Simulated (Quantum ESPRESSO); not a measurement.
**Kohn-Sham bands of Te (C2/m)**

```
Te
1.0
    3.82029    -2.14820     0.00000
    3.82029     2.14820     0.00000
   -0.09429     0.00000     5.97609
Te
3
Direct
  0.69055   0.69055   0.66119
  0.30945   0.30945   0.33881
  0.00000   0.00000   0.00000
```

Materials Project entry mp-570459; symmetrised, unrelaxed at this level. Not found in the COD (Crystallography Open Database) copy used, which has the formula in other groups; not checked further. Computed values, not measurements, from LDA: Quantum ESPRESSO (norm-conserving PseudoDojo potentials, cutoff 66 Ry, no spin polarisation, no spin-orbit coupling) on a Γ-centred 8×8×6 mesh, then Wannier90. Density: 8×8×6 mesh, cold smearing 0.01 Ry. Spin-orbit coupling is left out although heavy elements are present.

Energies are relative to the Fermi level; weights are on the orthonormalised atomic waves of the pseudopotential files, averaged over the group. 48 electrons a cell are treated as valence.

Problem. Into which isolated groups do the bands fall, where do they lie and what are they made of?

Solution. 
```json
[
 {"bands": "1–15", "from (eV)": "-37.36", "to (eV)": "-36.96", "filling": "filled", "weight on atomic waves": "Te 4d 100 %"},
 {"bands": "16–18", "from (eV)": "-13.72", "to (eV)": "-8.48", "filling": "filled", "weight on atomic waves": "Te 5s 89 %, Te 5p 11 %"}
]
```

No gap over 0.05 eV opens at the Fermi level at this level of theory; semilocal functionals close the gap of some real semiconductors.
